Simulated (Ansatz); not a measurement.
The cell is Si3C3N8 on the sites of β-Si3N4 (relaxed group P-6); cell and atoms were relaxed with r2SCAN. Space group P-6 (No. 174), hexagonal; a = 7.042 Å, c = 2.668 Å in the conventional setting, 8.19 Å³ an atom. Around Si lie 4 N at 1.68–1.74 Å; around C lie 4 N at 1.43–1.58 Å; around N lie 3 Si at 1.70 Å; around N lie 3 C at 1.48 Å; around N lie 2 C at 1.58 Å and 1 Si at 1.74 Å; around N lie 1 C at 1.43 Å and 2 Si at 1.68 Å.

```cif
data_structure
_symmetry_space_group_name_H-M 'P 1'
_symmetry_Int_Tables_number 1
_cell_length_a 7.0424
_cell_length_b 7.0424
_cell_length_c 2.6683
_cell_angle_alpha 90.000
_cell_angle_beta 90.000
_cell_angle_gamma 120.000
_cell_volume 114.61
loop_
_atom_site_label
_atom_site_type_symbol
_atom_site_fract_x
_atom_site_fract_y
_atom_site_fract_z
_atom_site_occupancy
Si1 Si 0.22553 0.83495 0.50000 1
C1 C 0.42577 0.23666 0.00000 1
C2 C 0.81089 0.57423 0.00000 1
Si2 Si 0.16505 0.39058 0.50000 1
Si3 Si 0.60942 0.77447 0.50000 1
C3 C 0.76334 0.18911 0.00000 1
N1 N 0.33333 0.66667 0.50000 1
N2 N 0.66667 0.33333 0.00000 1
N3 N 0.94836 0.63801 0.50000 1
N4 N 0.30397 0.00230 0.00000 1
N5 N 0.69833 0.69603 0.00000 1
N6 N 0.36199 0.31035 0.50000 1
N7 N 0.99770 0.30167 0.00000 1
N8 N 0.68965 0.05164 0.50000 1
```

4 runs of Ansatz 0.2.0 on this cell differ in the functional (and in the settings that go with it). Levels are in eV from each run's valence top; v1 is the last filled band, c1 the first empty one.

Run A, mean stress +5.7 GPa (compression positive):

| point | v2 | v1 | c1 | c2 |
| --- | --- | --- | --- | --- |
| Γ | -0.36 | -0.21 | 2.29 | 2.64 |
| M | -0.45 | -0.30 | 2.67 | 2.71 |
| K | -0.42 | -0.31 | 2.72 | 2.77 |
| A | -1.77 | -1.42 | 2.81 | 2.81 |
| L | -1.53 | -1.05 | 2.57 | 3.37 |
| H | -1.28 | -1.22 | 2.73 | 3.27 |

Run B, mean stress 0.0 GPa (compression positive):

| point | v2 | v1 | c1 | c2 |
| --- | --- | --- | --- | --- |
| Γ | -0.38 | -0.18 | 2.67 | 3.04 |
| M | -0.45 | -0.27 | 3.06 | 3.12 |
| K | -0.43 | -0.29 | 3.13 | 3.17 |
| A | -1.83 | -1.45 | 3.34 | 3.34 |
| L | -1.58 | -1.09 | 3.05 | 3.96 |
| H | -1.33 | -1.26 | 3.22 | 3.85 |

Run C, mean stress -3.1 GPa (compression positive):

| point | v2 | v1 | c1 | c2 |
| --- | --- | --- | --- | --- |
| Γ | -0.41 | -0.14 | 3.78 | 4.22 |
| M | -0.41 | -0.23 | 4.21 | 4.28 |
| K | -0.39 | -0.25 | 4.31 | 4.32 |
| A | -1.98 | -1.55 | 4.22 | 4.22 |
| L | -1.70 | -1.18 | 3.98 | 4.86 |
| H | -1.43 | -1.36 | 4.16 | 4.75 |

Run D, mean stress -3.2 GPa (compression positive):

| point | v2 | v1 | c1 | c2 |
| --- | --- | --- | --- | --- |
| Γ | -0.42 | -0.14 | 4.55 | 4.99 |
| M | -0.41 | -0.23 | 4.99 | 5.05 |
| K | -0.39 | -0.24 | 5.08 | 5.10 |
| A | -1.99 | -1.57 | 4.99 | 4.99 |
| L | -1.71 | -1.18 | 4.75 | 5.64 |
| H | -1.44 | -1.36 | 4.93 | 5.53 |

Question: Match the runs to PBE, r2SCAN, HSE06, PBE0.

Answer: A is PBE, B is r2SCAN, C is HSE06, D is PBE0. In order of the gap: PBE 2.29, r2SCAN 2.67, HSE06 3.78, PBE0 4.55 eV. The stress vanishes for r2SCAN, which relaxed the cell.

Spin-unpolarised throughout. Whether this structure exists isn't addressed.

The stress of a hybrid is loosely converged in these runs.

The meshes of the hybrids are coarse, so their gaps aren't converged to the digits shown.
